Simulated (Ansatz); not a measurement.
Two structure types, many compounds: 6H type, P6₃mc against PtS type, P4₂/mmc

A short materials screen. The same compounds were relaxed in two structure types, A (6H type, P6₃mc) and B (PtS type, P4₂/mmc). The sign of the energy difference maps which chemistry favours which net.

The reference row is CdSe. Energies compare within a row alone.

Computed with Ansatz, a plane-wave PAW program. energies: PBE, total energy at 0 K with the change to a 700 eV cutoff added (comparable within one formula alone); volumes: PBE, relaxed cell; gaps, gap of B: PBE; electronegativity spread: pymatgen's element table; height above the lowest phase: PBE, against the lowest phase of the formula computed here.

The figures follow from the printed values by these rules: ΔE = E(B) − E(A); volume change = V(B)/V(A) − 1; shift = ΔE − ΔE_ref.

```
crystal          E of A (eV/atom)  E of B (eV/atom)  V of A (Å³/atom)  V of B (Å³/atom)  gap of A (eV)  gap of B (eV)  electronegativity spread (Pauling)  lower of the two above the lowest phase (meV/atom)  E(B) − E(A) (meV/atom)  volume change (%)  ΔE against the reference (meV/atom)
---------------  ----------------  ----------------  ----------------  ----------------  -------------  -------------  ----------------------------------  --------------------------------------------------  ----------------------  -----------------  -----------------------------------
BN                       −271.137          −269.365              5.96              6.71           5.19           0.00                                1.00                                                  82                  1772.0               12.6                                 1464
ZnO                     −1943.424         −1943.109             12.32             12.39           0.67           0.00                                1.79                                                   5                   315.0                0.6                                    7
CdS                     −4578.916         −4578.601             26.03             26.74           1.06           0.00                                0.89                                                   1                   315.0                2.7                                    7
CdSe, reference         −6862.399         −6862.091             29.74             30.82           0.51           0.00                                0.86                                                   0                   308.0                3.6                                    0
GaN                     −2083.960         −2083.160             11.76             12.38           1.59           0.00                                1.23                                                   3                     800                5.3                                  492
AlN                      −462.115          −461.194             10.66             11.17           3.80           0.00                                1.43                                                  15                   921.0                4.8                                  613
```

Started from generated or typed cells, with no claim that the phase is known: BN; ZnO; CdS; CdSe; GaN; AlN. No gap (0.00) means none at this level, which can close a small real gap. Spin–orbit coupling is left out unless named; in separate runs it moves the gap by CdSe −0.12 eV (r²SCAN); it moves the gap of CdS, GaN by under 0.05 eV.

The steps for GaN:

- ΔE = 1000 × (−2083.160 − (−2083.960)) = 800 meV/atom
- volume change: 100 × (12.38/11.76 − 1) = 5.3 %
- ΔE against the reference: (800) − (308.0) = 492 meV/atom

Worked for CdSe:

1. ΔE = 1000 × (−6862.091 − (−6862.399)) = 308.0 meV/atom
2. volume change: 100 × (30.82/29.74 − 1) = 3.6 %

By ΔE (most in favour of B first): CdSe (308.0 ± 6.9) ≈ ZnO (315.0 ± 6.9) ≈ CdS (315.0 ± 6.9), GaN (800 ± 6.9), AlN (921.0 ± 6.9), BN (1772.0 ± 6.9). The ± follows from allowances picked for this note (energies 0.004 eV/atom, energies 0.004 eV/atom, 4 meV/atom on the figure itself), carried to first order and added in quadrature; ≈ joins neighbours closer than their two ± added in quadrature.

A is lower for BN, ZnO, CdS, CdSe, GaN, AlN; B is lower for no row.

Phases never computed could lie lower. Vibrational terms are left out. Caveats that name a compound hold for one or both of its types. Rows are a sample of the formulas computed in both types, kept where one of the types is near the lowest computed phase for half the rows or more. Limits of the draw: compounds alone, the lowest cell of each type. As a rule kept out of such tables: 4f compounds, open-shell compounds run without a Hubbard term, cells found unstable in the tests at hand, cells close to a higher symmetry, and runs set to a pressure or over 12 % in volume from the crystal's fullest run.
